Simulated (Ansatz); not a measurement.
# Perturbing CO2

Base: a Materials Project structure (computed, not necessarily an observed phase) whose atoms were relaxed with r2SCAN, the cell held.

```
CELL_PARAMETERS angstrom
4.78455 0.00000 0.00000
0.00000 6.31554 0.00000
0.00000 0.00000 5.67889
ATOMIC_POSITIONS crystal
C 0.50000 0.85374 0.75000
C 0.00000 0.35374 0.75000
C 0.00000 0.64626 0.25000
C 0.50000 0.14626 0.25000
O 0.70142 0.14557 0.13625
O 0.29858 0.14557 0.36375
O 0.79858 0.64557 0.13625
O 0.20142 0.35443 0.86375
O 0.20142 0.64557 0.36375
O 0.79858 0.35443 0.63625
O 0.70142 0.85443 0.63625
O 0.29858 0.85443 0.86375
```

Atom numbers follow the list; atoms alike are taken as one site, whose name carries the number of the first.

Computed with Ansatz: DFT, r2SCAN, plane waves and PAW, scalar-relativistic, 500 eV cutoff, Γ-centred 5×4×4 k-points, Fermi–Dirac smearing 0.02 eV.

**Question.** Variant: atom 7 (O) moved by 0.15 Å along (-0.082, -0.038, 0.120) Å. What happens to the gradients (10²¹ V/m²)?

**Answer.** 

```json
{"site": "C1", "atoms": "1, 2", "V_zz base": "-3.58", "η base": "0.01", "V_zz variant": "-3.57", "η variant": "0.01"}
{"site": "C3", "atoms": "3", "V_zz base": "-3.58", "η base": "0.01", "V_zz variant": "-3.55", "η variant": "0.01"}
{"site": "C4", "atoms": "4", "V_zz base": "-3.58", "η base": "0.01", "V_zz variant": "-3.58", "η variant": "0.00"}
{"site": "O5", "atoms": "5", "V_zz base": "7.32", "η base": "0.03", "V_zz variant": "7.33", "η variant": "0.03"}
{"site": "O6", "atoms": "6", "V_zz base": "7.32", "η base": "0.03", "V_zz variant": "7.32", "η variant": "0.03"}
{"site": "O7", "atoms": "7", "V_zz base": "7.32", "η base": "0.03", "V_zz variant": "8.14", "η variant": "0.04"}
{"site": "O8", "atoms": "8", "V_zz base": "7.32", "η base": "0.03", "V_zz variant": "7.31", "η variant": "0.04"}
{"site": "O9", "atoms": "9", "V_zz base": "7.32", "η base": "0.03", "V_zz variant": "7.39", "η variant": "0.07"}
{"site": "O10", "atoms": "10", "V_zz base": "7.32", "η base": "0.03", "V_zz variant": "7.29", "η variant": "0.04"}
{"site": "O11", "atoms": "11", "V_zz base": "7.32", "η base": "0.03", "V_zz variant": "7.29", "η variant": "0.03"}
{"site": "O12", "atoms": "12", "V_zz base": "7.32", "η base": "0.03", "V_zz variant": "7.36", "η variant": "0.04"}
```

The largest change of V_zz is on O7, from 7.32 to 8.14. In per cent, |V_zz| changes by -1 to 0 on C, 0 to +11 on O (all sites that start above 0.5). The number of symmetry-distinct sites goes from 2 to 12.

For the variant: The atoms aren't relaxed after the move (largest force 1.4 eV/Å).
